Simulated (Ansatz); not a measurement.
Pt:
Space group Fm-3m (No. 225); a = 3.918 Å, b = 3.918 Å, c = 3.918 Å, α = 90.00°, β = 90.00°, γ = 90.00°

| atom | site | symmetry | x | y | z |
|---|---|---|---|---|---|
| Pt | 4a | m-3m | 0.0000 | 0.0000 | 0.0000 |
(The calculation used a cell of 1 atom; values per cell refer to that cell.)

This is the PBEsol-relaxed structure.

**Question.** All from the program Ansatz at the PBEsol level (PAW), unless another level is named. Estimate the Young's modulus.

**Answer.** 200 GPa.

**Question.** And the elastic constants (relaxed ions, GPa)?

**Answer.** C11 = 360, C12 = 251, C44 = 87.7.

Symmetry was held in the PBEsol relaxation. The run is not spin-polarised. As this level gives no gap, shear constants depend on the k-mesh and smearing (Fermi–Dirac, 0.1 eV here). On the denser mesh and wider smearing of the elastic run this cell carries a stress of 0.4 GPa. Spin–orbit coupling is left out wherever it is not named.

Potentials: the later of the program's two PAW sets.
